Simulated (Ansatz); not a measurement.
Ga$_{2}$S$_{3}$ in space group Cc (No. 9; Pearson symbol mS20), r²SCAN (plane waves, PAW; program Ansatz). The conduction-band minimum lies at Γ, with 1 equivalent valley. Second derivatives d²E/dk² of the lowest band at one valley (eV·Å²), along Cartesian directions:

```csv
direction,d²E/dk²
[100],23.61
[010],23.53
[001],35.20
[110],23.57
[101],29.93
[011],29.37
```

Question: Find the principal effective masses, the density-of-states mass and the conductivity mass.

Answer: Off-diagonal terms follow from H_xy = H[110] − (H_xx + H_yy)/2, and m*/mₑ = 7.620 eV·Å² over each eigenvalue: 0.22, 0.32, 0.32. One valley's DOS mass (m₁m₂m₃)^(1/3) = 0.28, conductivity mass 3/(Σ 1/mᵢ) = 0.28 mₑ.

Question: What effective density of states Nc follows at 300 K for parabolic valleys?

Answer: Nc = 2.509e19 × 1 × (0.28)^(3/2) ≈ 3.7e18 cm⁻³.

The workflow started from a Materials Project entry (that database holds measured and hypothetical structures alike); the Crystallography Open Database files this formula in space group No. 9, but the cells were not matched. Whether it is the stable phase at ambient conditions was not checked. The cell was relaxed with r²SCAN under the symmetry of its start; its stability against distortions is not shown here. Spin–orbit coupling is left out wherever it is not named.

Potentials: the later of the program's two PAW sets.

Edges and masses are those of Kohn–Sham bands, whose gap is no quasiparticle gap.
